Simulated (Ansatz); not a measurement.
# Chalcopyrite alloy of ZnGeAs2 and CdGeAs2 (1 of 16 Zn sites exchanged), 64 atoms

Ansatz, PAW, plane waves. PBEsol relaxation of cell lengths and atoms (angles held) at the single k point (¼, ¼, ¼) without its symmetry partners; single points on the relaxed atoms at the Γ point alone, onto which points of the small cell's zone fold. Arrangement: quasirandom. No spin–orbit coupling unless named.

Relaxed structure:

```cif
data_structure
_symmetry_space_group_name_H-M 'P 1'
_symmetry_Int_Tables_number 1
_cell_length_a 11.3448
_cell_length_b 11.3393
_cell_length_c 11.2010
_cell_angle_alpha 90.003
_cell_angle_beta 90.003
_cell_angle_gamma 90.012
_cell_volume 1440.92
loop_
_atom_site_label
_atom_site_type_symbol
_atom_site_fract_x
_atom_site_fract_y
_atom_site_fract_z
_atom_site_occupancy
Zn1 Zn 0.99889 0.99994 0.00049 1
Zn2 Zn 0.99904 0.49967 0.00042 1
Zn3 Zn 0.49941 0.99982 0.00007 1
Zn4 Zn 0.49932 0.49965 0.00065 1
Zn5 Zn 0.00203 0.25028 0.24836 1
Zn6 Zn 0.99967 0.74873 0.24988 1
Zn7 Zn 0.49792 0.24700 0.24851 1
Zn8 Zn 0.49997 0.74949 0.25002 1
Zn9 Zn 0.24971 0.99913 0.75049 1
Zn10 Zn 0.25043 0.49893 0.75085 1
Zn11 Zn 0.75126 0.99742 0.75228 1
Zn12 Zn 0.74830 0.50121 0.75252 1
Zn13 Zn 0.24944 0.24997 0.50007 1
Zn14 Zn 0.24931 0.74999 0.50018 1
Zn15 Zn 0.74941 0.74994 0.50051 1
Ge1 Ge 0.00313 0.99815 0.49915 1
Ge2 Ge 0.00389 0.50315 0.50099 1
Ge3 Ge 0.49882 0.99840 0.50051 1
Ge4 Ge 0.49880 0.50284 0.49924 1
Ge5 Ge 0.25075 0.00058 0.24964 1
Ge6 Ge 0.25072 0.50077 0.24977 1
Ge7 Ge 0.75069 0.99883 0.24867 1
Ge8 Ge 0.75006 0.50306 0.24890 1
Ge9 Ge 0.25110 0.25071 0.00040 1
Ge10 Ge 0.25089 0.75065 0.99988 1
Ge11 Ge 0.75101 0.25086 0.00008 1
Ge12 Ge 0.75114 0.75030 0.99939 1
Ge13 Ge 0.00336 0.25101 0.75156 1
Ge14 Ge 0.00085 0.75086 0.75014 1
Ge15 Ge 0.49861 0.25014 0.75118 1
Ge16 Ge 0.50056 0.75080 0.75003 1
As1 As 0.12539 0.12496 0.12351 1
As2 As 0.12477 0.62474 0.12384 1
As3 As 0.62524 0.12450 0.12402 1
As4 As 0.62487 0.62618 0.12315 1
As5 As 0.12609 0.12468 0.62524 1
As6 As 0.12797 0.62666 0.62683 1
As7 As 0.61959 0.11816 0.63185 1
As8 As 0.62533 0.62511 0.62548 1
As9 As 0.37554 0.37460 0.12558 1
As10 As 0.37590 0.87504 0.12550 1
As11 As 0.87507 0.37541 0.12636 1
As12 As 0.87546 0.87379 0.12480 1
As13 As 0.37469 0.12492 0.37618 1
As14 As 0.37356 0.62728 0.37529 1
As15 As 0.88153 0.11928 0.36936 1
As16 As 0.87525 0.62571 0.37650 1
As17 As 0.12532 0.37501 0.37446 1
As18 As 0.12648 0.87284 0.37341 1
As19 As 0.61786 0.38045 0.36738 1
As20 As 0.62494 0.87432 0.37456 1
As21 As 0.37457 0.37505 0.62379 1
As22 As 0.37308 0.87345 0.62463 1
As23 As 0.88243 0.38303 0.63211 1
As24 As 0.87522 0.87488 0.62396 1
As25 As 0.12608 0.37575 0.87718 1
As26 As 0.12476 0.87586 0.87616 1
As27 As 0.62435 0.37496 0.87578 1
As28 As 0.62521 0.87506 0.87635 1
As29 As 0.37403 0.12464 0.87522 1
As30 As 0.37533 0.62455 0.87458 1
As31 As 0.87545 0.12531 0.87418 1
As32 As 0.87521 0.62480 0.87448 1
Cd1 Cd 0.75062 0.25166 0.50110 1
```

(1) What are the mean bond lengths by pair (pairs within 1.2 times the sum of covalent radii, less contacts 15 % beyond the pair's median; cation–cation pairs of compounds aside; long ionic contacts are cut short by that bound)?

(2) What gap lies between the top filled and the lowest empty level in the single points?

Results:

(1) As–Cd 2.576 ± 0.003 Å (standard deviation, 4 bonds); As–Ge 2.444 ± 0.008 Å (standard deviation, 64 bonds); As–Zn 2.439 ± 0.006 Å (standard deviation, 60 bonds).

(2) HSE06 1.09 eV (52 s on NVIDIA GB300).
